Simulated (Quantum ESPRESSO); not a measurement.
AlMg3F7O, convergence and cost over cutoff and k mesh

Simulated, not a measurement. The program is pw.x of Quantum ESPRESSO 7.5 (plane-wave density functional theory). The cell is made up: 12 atoms on a fluorite lattice, with randomly drawn elements, strain and displacements, not relaxed. PseudoDojo standard norm-conserving files (v0.5 for PBE, v0.4.1 for LDA and PBEsol) set the functional; there is no spin polarisation, spin-orbit coupling or dispersion term, and the masses in the input are unused placeholders.

Input of the run in row 4:

```
&control calculation='scf', pseudo_dir='./dojo.nc.sr.pbe.v0_5.standard.upf', outdir='./o', disk_io='medium', tprnfor=.true., tstress=.true. /
&system ibrav=0, nat=12, ntyp=4, nbnd=50, ecutwfc=84.00895049, nosym=.true., tot_charge=0,
 occupations='smearing', smearing='fd', degauss=0.0018374661
/
&electrons conv_thr=7.350e-09, electron_maxstep=60, /
ATOMIC_SPECIES
Al 1.0 Al.upf
F 1.0 F.upf
Mg 1.0 Mg.upf
O 1.0 O.upf
CELL_PARAMETERS angstrom
4.8981 0.0683 -0.0195
0.0683 5.0083 -0.0226
-0.0195 -0.0226 5.0039
ATOMIC_POSITIONS angstrom
Al -0.0447 -0.0994 -0.0667
Mg 0.0843 2.6059 2.6434
Mg 2.5898 0.044 2.243
Mg 2.5107 2.5546 -0.0785
F 1.456 1.1971 1.144
F 1.3327 1.3146 3.7836
F 1.3185 3.585 1.2003
F 1.1974 3.7254 3.8152
O 3.5077 1.2835 1.3511
F 3.7505 1.3292 3.6059
F 3.5654 3.7892 1.3629
F 3.6555 3.8083 3.5164
K_POINTS automatic
5 4 4 1 1 1
```

The same cell was run at these settings. Meshes are shifted by half a step, and differences are from the last row, which is itself not exact.

```
cutoff (eV)     k mesh  k points solved  threshold (eV)  free energy less the last row's (eV)  pressure (GPa)  largest stress difference (GPa)  largest force difference (eV/Å)  iterations  wall time (s)  k-point pools              processor
        800  2 x 2 x 2                4           1e-04                                 3.842          -33.44                            40.70                            0.068           8             28              1  AMD EPYC, Zen 5 class
       1143  1 x 1 x 1                1           1e-07                                -4.380           -1.31                             8.67                            0.703          12             46              1  AMD EPYC, Zen 5 class
        726  5 x 4 x 4               40           1e-07                                10.909          -81.85                            88.79                            0.128          11            226              1  AMD EPYC, Zen 5 class
       1143  5 x 4 x 4               40           1e-07                                 0.004            6.85                             0.03                            0.005          12            326              1  AMD EPYC, Zen 5 class
       1437  7 x 6 x 6              126           1e-07                                 0.000            6.87                             0.00                            0.000          12           2289              1  AMD EPYC, Zen 5 class
```

Each pool is one process. Wall times include start-up and a band step at six k points, which weighs most on the coarsest meshes. The runs were on shared virtual cores whose load varied, so times are rough.